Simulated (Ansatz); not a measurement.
Mn3Sn in space group P4mm (No. 99; Mn on 2c, Mn on 1b, Sn on 1a) under volume change, DFT-PBE in the program Ansatz with PAW potentials, shape and atoms relaxed at each volume.

```tsv
V (Å³/atom)	E − E(relaxed) (meV/atom)	P (GPa)
13.385	45.8	12.42
13.826	(withheld)	(withheld)
14.268	4.3	3.28
14.709	0.0	0.00
15.150	(withheld)	(withheld)
15.591	13.7	-4.56
16.033	28.2	-5.94
```

Task: Some entries are withheld; supply them.

Result: 
- 15.150, E − E(relaxed) (meV/atom): 3.7
- 15.150, P (GPa): -2.60
- 13.826, E − E(relaxed) (meV/atom): 18.8
- 13.826, P (GPa): 7.37

Task: What does a third-order Birch–Murnaghan fit give for V₀, B₀ and B′?

Result: V₀ = 14.71 Å³/atom, B₀ = 95.2 GPa, B′ = 7.1.

The cell is a constructed one: a structure type filled with these elements; neither database checked (COD, Materials Project) lists it. COD files the formula under space group No. 194, so this cell is another polymorph or a model. Its standing as an ambient phase is unchecked. Symmetry was held in the PBE relaxation, as lowered by the spin order; whether a distortion lowers the energy is not shown. Magnetic state: antiferromagnetic, chosen from 4 collinear starts compared on coarse meshes (ties went to the first, and starts can fall back to one state), not a proven ground state. The program gave a warning on the electronic state, which may not be the lowest. Scalar-relativistic: spin–orbit coupling is off unless named, which matters more the heavier the elements.

Potentials: the later of the program's two PAW sets.
